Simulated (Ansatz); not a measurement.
AlN:
```xyz
8
Lattice="5.2854 0.0000 0.0000 0.0000 5.2854 0.0000 0.0000 0.0000 3.0996" Properties=species:S:1:pos:R:3 pbc="T T T"
Al     1.7083     3.5770     0.0000
Al     3.5770     1.7083     0.0000
Al     4.3510     4.3510     1.5498
Al     0.9344     0.9344     1.5498
N      1.6656     1.6656     0.0000
N      3.6197     3.6197     0.0000
N      0.9771     4.3083     1.5498
N      4.3083     0.9771     1.5498
```

Relaxed with r²SCAN in the plane-wave PAW code Ansatz. Indices refer to the conventional cell of P4_2/mnm, a = b = 5.2854 Å, c = 3.0996 Å, α = β = γ = 90.00°.

### Question
Simulate the powder diffraction pattern (Cu Kα, λ = 1.54184 Å; lines above 1 %) up to 2θ = 90°.

### Answer
Simulated powder pattern, Cu Kα, λ = 1.54184 Å (kinematic, ideal powder, no thermal factors, no anomalous dispersion; the 30 strongest lines at most, above 1 %, up to 2θ = 90°):

```tsv
2θ (°)	d (Å)	I/Imax (%)	hkl
23.81	3.737	23	(110)
33.52	2.674	95	(101)
33.92	2.643	100	(200)
37.70	2.386	25	(111)
38.07	2.364	24	(210)
48.43	1.880	24	(211)
48.73	1.869	13	(220)
54.94	1.671	19	(310)
57.60	1.600	8.1	(221)
59.66	1.550	20	(002)
60.44	1.532	72	(301)
65.16	1.432	2.1	(112)
70.43	1.337	18	(202)
71.15	1.325	33	(321)
71.39	1.321	1.0	(400)
73.00	1.296	9.9	(212)
73.94	1.282	6.2	(410)
76.46	1.246	16	(330)
80.52	1.193	4.7	(222)
85.43	1.136	9.3	(312)
88.55	1.104	7.2	(421)
```

The start of the workflow was typed in or built on a structure type; neither database checked (COD, Materials Project) lists it. It is not the phase usual at ambient conditions (space group No. 186, 216). The cell was relaxed with r²SCAN under the symmetry of its start; whether a distortion lowers the energy is not shown.

Potentials: the earlier of the program's two PAW sets. The files were generated under PBE; for other functionals the program regenerates the frozen cores, and for LDA and PBEsol the local potential too.
